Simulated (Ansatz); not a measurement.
The elements of this relaxed trial crystal are hidden behind letters.

```
lattice vectors (Å)
   5.0483    0.0000    0.0000
  -2.5241    4.3719    0.0000
   0.0000    0.0000    3.6327
fractional positions
X 0.0000 0.0000 0.5000
Z 0.3333 0.6667 0.0000
Z 0.6667 0.3333 0.0000
Q 0.3333 0.6667 0.5000
Q 0.6667 0.3333 0.5000
```

Computed with DFT PBE, scalar-relativistic, plane waves, PAW in Ansatz 0.2.0. Plane waves to 420 eV, a 12×12×10 mesh through Γ for the 5-atom cell and 0.10 eV Gaussian smearing; no spin polarisation.

- Space group: P6/mmm (No. 191)
- Conventional cell: a = 5.048 Å, c = 3.633 Å
- Volume per atom: 16.04 Å³
- Density: 3.60 g/cm³
- Formation energy: −1.54 eV/atom
- Gap on the 12×12×10 mesh of the 5-atom cell: 0 eV (a metal)

Energies are uncorrected and count from the elements' standard states at the same level.

Question: X is an s-block element of period 5, Z is a p-block element of period 3 and Q is a p-block element of period 2. Which elements are they?

Answer: X = Sr, Z = Al, Q = O, so the formula is SrAl2O2. Density times volume gives a mean mass of 3.60 × 16.04/1.6605 = 34.8 u per atom, and this set has 34.7 u. Sr is surrounded by 6 O at 2.91 Å and 12 Al at 3.43 Å; around Al lie 2 O at 1.82 Å, 3 Al at 2.91 Å, 6 O at 3.43 Å and 6 Sr at 3.43 Å; around O lie 2 Al at 1.82 Å, 3 O at 2.91 Å and 3 Sr at 2.91 Å. Other sets within the hints have nearly the same mass, so mass alone doesn't settle it; this one was computed.

Symmetry constrained the relaxation, so the result can be a saddle point. Another cell of SrAl2O2 relaxed alike, in Cmmm, lies 230 meV/atom lower, so this cell isn't the stable form at this level.
